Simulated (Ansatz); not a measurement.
## MnSbSe₂Br: which magnetic order is lowest?

```
CELL_PARAMETERS angstrom
10.00500 0.00000 0.00000
0.00000 3.97200 0.00000
0.00000 0.00000 12.87100
ATOMIC_POSITIONS crystal
Mn 0.99250 0.75000 0.73430
Mn 0.50750 0.25000 0.23430
Mn 0.49250 0.75000 0.76570
Mn 0.00750 0.25000 0.26570
Sb 0.31350 0.25000 0.53930
Sb 0.18650 0.75000 0.03930
Sb 0.81350 0.25000 0.96070
Sb 0.68650 0.75000 0.46070
Se 0.55300 0.25000 0.61710
Se 0.94700 0.75000 0.11710
Se 0.05300 0.25000 0.88290
Se 0.44700 0.75000 0.38290
Se 0.25100 0.75000 0.67600
Se 0.24900 0.25000 0.17600
Se 0.75100 0.75000 0.82400
Se 0.74900 0.25000 0.32400
Br 0.92890 0.25000 0.60900
Br 0.57110 0.75000 0.10900
Br 0.42890 0.25000 0.89100
Br 0.07110 0.75000 0.39100
```

All energies were calculated with Ansatz 0.2.0 (r2SCAN; 500 eV; 3×7×2 Γ-centred mesh; fermi-dirac occupations of width 0.050 eV). The atoms are fixed and numbered as listed; spin is collinear, without spin-orbit coupling.

Different starts of the self-consistent cycle ended in different solutions. Their moments in μB:

```json
{"state": "A", "Mn1": "4.41", "Mn2": "4.41", "Mn3": "-4.41", "Mn4": "-4.41", "other atoms together": "0.00", "size of the net moment a cell": "0.00"}
{"state": "B", "Mn1": "4.43", "Mn2": "4.43", "Mn3": "4.43", "Mn4": "4.43", "other atoms together": "0.69", "size of the net moment a cell": "20.00"}
{"state": "C", "Mn1": "4.42", "Mn2": "-4.42", "Mn3": "4.42", "Mn4": "-4.42", "other atoms together": "0.00", "size of the net moment a cell": "0.00"}
{"state": "D", "Mn1": "4.43", "Mn2": "4.42", "Mn3": "4.43", "Mn4": "-4.40", "other atoms together": "0.34", "size of the net moment a cell": "10.00"}
{"state": "E", "Mn1": "4.41", "Mn2": "-4.41", "Mn3": "-4.41", "Mn4": "4.41", "other atoms together": "0.00", "size of the net moment a cell": "0.00"}
{"state": "F", "Mn1": "0.00", "Mn2": "0.00", "Mn3": "0.00", "Mn4": "0.00", "other atoms together": "0.00", "size of the net moment a cell": "0.00"}
```

Site moments are taken in small spheres that don't touch (radius about 0.4 of the atom's shortest bond), so those of the magnetic atoms read low, and they needn't add up to the net moment. State F was run without spin polarisation.

Rank the states by energy at zero smearing.

State A (antiparallel, compensated) comes first by a margin too small to trust; E (antiparallel, compensated) lies 0.4 meV above it, C (antiparallel, compensated) lies 1.6 meV above it, D (antiparallel, not compensated) lies 1.6 meV above it, B (parallel moments) lies 4.4 meV above it, F (without moments) lies 713 meV above it, all counted an atom of the cell. The two lowest differ by only 2.2 meV for each atom with a column above, which mesh or functional could overturn.

Which states have a gap on the mesh, and what pressure does each exert on this cell?

A: gap 1.55 eV, 0.4 GPa; B: gap 1.09 eV, 0.5 GPa; C: gap 1.34 eV, 0.4 GPa; D: gap 1.27 eV, 0.4 GPa; E: gap 1.43 eV, 0.4 GPa; F: no gap, -5.6 GPa (positive in compression). Moments take up room: without them the pressure is lower, so that state wants a smaller cell.

What do states B and A say about the exchange?

Between B and A the moments keep their size (4.43 against 4.41 μB in the mean), so the difference mostly measures the exchange between the flipped sites: the antiparallel order gains 22 meV for each Mn atom. The nearest flipped pair stands 5.02 Å apart. Flipped pairs are linked through Se; the widest Mn–Se–Mn angle among the nearer links is 138°, at 5.02 Å between the metal atoms.

How much does the cell gain by forming moments?

713 meV an atom of the cell, or 3565 meV for each Mn atom, against state F, which has none. A run without spin would miss this and give wrong energies and forces. That state isn't the paramagnet, which keeps its moments, so this is no ordering energy.

Of 5 runs begun from atoms with typed moments, each in a different pattern, 1 ended in state A: one start isn't enough to call a state the ground state.

The cell is that of a Crystallography Open Database entry, unchanged.

Caveats: only orders that fit this cell and collinear spins were tried, so the true order may need a larger cell or canted moments; atoms and cell are not relaxed, and each state would relax in its own way; semilocal functionals without U often misplace the states of 3d oxides, halides and chalcogenides; the k mesh is coarse, so differences of a few meV are uncertain where a state is a metal; one start a pattern, so a lower state of the same pattern may exist; the nearest magnetic pairs stand parallel in every state found, so their coupling isn't measured.
